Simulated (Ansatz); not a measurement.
HfO2:
```
CELL_PARAMETERS angstrom
      3.56749     0.00000     0.00000
      0.00000     3.56749     0.00000
      0.00000     0.00000     5.16678
ATOMIC_POSITIONS crystal
  Hf 0.50000 0.50000 0.50000
  Hf 0.00000 0.00000 0.00000
  O  0.00000 0.50000 0.70009
  O  0.00000 0.50000 0.20009
  O  0.50000 0.00000 0.79991
  O  0.50000 0.00000 0.29991
```

DFT-PBEsol in the program Ansatz with PAW potentials gives a gap of 4.57 eV without spin–orbit coupling, maximum at A, minimum at Γ.

Problem. What happens when spin–orbit coupling is switched on?

Solution. The gap is nearly the same, to 4.57 eV; maximum at A, minimum at Γ.

Problem. Give the electron effective mass with spin–orbit coupling.

Solution. 0.81, 0.81, 1.0 mₑ (principal values).

Space group P4_2/nmc. This is a known high-temperature phase of the composition, computed here at zero pressure and temperature. The cell was relaxed with PBEsol under the symmetry of its start; whether a distortion lowers the energy is not shown. No spin polarisation was allowed.

Potentials: the earlier of the program's two PAW sets. The files were generated under PBE; for other functionals the program regenerates the frozen cores, and for LDA and PBEsol the local potential too.
